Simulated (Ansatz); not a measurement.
An Ansatz (an electronic-structure program) input:

Ansatz 0.2 input:
```yaml
crystal:
  lattice:
    - [0.0, 2.9871729183, 2.9871729183]
    - [2.9871729183, 0.0, 2.9871729183]
    - [2.9871729183, 2.9871729183, 0.0]
  atoms:
    - { symbol: S, position: [0.0, 0.0, 0.0] }
    - { symbol: Pb, position: [0.5, 0.5, 0.5] }
kpoints:
  mp_grid: { grid: [7, 7, 7] }
  band_path:
    path:
      - [[0.0, 0.0, 0.0], [0.5, 0.0, 0.5], [0.625, 0.25, 0.625]]  # Γ-X-U
      - [[0.375, 0.375, 0.75], [0.0, 0.0, 0.0], [0.5, 0.5, 0.5], [0.5, 0.25, 0.75], [0.5, 0.0, 0.5]]  # K-Γ-L-W-X
      - [VBM, CBM]
    npoints: 12
hamiltonian:
  xc: r2scan
  pseudopotentials: { kind: paw }
magnetization: { noncollinear: true, spin_orbit: true }
scf:
  n_extra_bands: 12
  convergence: { dr2_threshold: 0.0000000001 }
  occupations: { method: gaussian, width: 0.01 }
checkpoint: { write: soc.run }
output: { eigenvalues: true }
```

Problem. How many symmetry operations and irreducible k-points will the run report?

Solution. 48 operations, 20 of 343 k-points.

Problem. With a cutoff of 500 eV, how many plane waves at Γ?

Solution. 1363.

It took very roughly 60 core-seconds on shared server cores.

Space group Fm-3m (rock salt). The cell was relaxed with r²SCAN under the symmetry of its start; of distortions, only those at the zone centre were tested.

Potentials: the later of the program's two PAW sets.

Ansatz is a plane-wave DFT program.
